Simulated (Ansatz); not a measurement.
# Moments of CuO2 against volume

Method: DFT r2SCAN+U, scalar-relativistic, plane waves, PAW in Ansatz.

```
Cu O
1.0
     0.00000    2.42674    2.42674
     2.42674    0.00000    2.42674
     2.42674    2.42674    0.00000
Cu O
1 2
Direct
  0.00000 0.00000 0.00000
  0.25000 0.25000 0.25000
  0.75000 0.75000 0.75000
```

- plane-wave cutoff: 500 eV
- Γ-centred k-mesh: 14×14×14
- occupation rule: Gaussian smearing, 0.1 eV
- U_eff on Löwdin-orthogonalised atomic d orbitals: Cu 4 eV
- list of starting moments (μB, in atom order): 1 0 0
- check for lower electronic states after the SCF: asked for but not made

The cell is scaled evenly at fixed fractional positions, V₀ being the volume of the cell shown; start: ferromagnetic. The states are those that the runs reached from these starts; a lower one can exist. Energies are extrapolated to zero smearing.

Site moments are spin moments in atom-centred spheres that scale with the neighbour distance.

```csv
V/V₀,E above lowest (meV/atom),P (GPa),cell moment (μB),site moments (μB)
0.800,285.6,58.2,2.57,"Cu +0.85, O +0.85 (×2)"
0.860,124.4,33.7,2.85,"Cu +0.86, O +0.98 (×2)"
0.920,?,?,?,?
0.960,?,?,?,?
1.000,0.0,0.0,3.00,"Cu +0.79, O +1.10 (×2)"
1.040,7.1,-5.7,3.00,"Cu +0.76, O +1.12 (×2)"
1.100,39.4,-12.0,3.00,"Cu +0.72, O +1.15 (×2)"
1.180,110.8,-17.5,3.00,"Cu +0.67, O +1.18 (×2)"
```

Fill in the withheld rows.

The withheld rows:

```json
{"V/V₀": "0.920", "E above lowest (meV/atom)": "36.0", "P (GPa)": "16.4", "cell moment (μB)": "2.99", "site moments (μB)": "Cu +0.84, O +1.06 (×2)"}
{"V/V₀": "0.960", "E above lowest (meV/atom)": "8.3", "P (GPa)": "7.3", "cell moment (μB)": "3.00", "site moments (μB)": "Cu +0.82, O +1.09 (×2)"}
```

Cost: 8 runs of about 2.5 core-minutes in all, on Intel Xeon Platinum 8559C (Emerald Rapids) (shared hosts).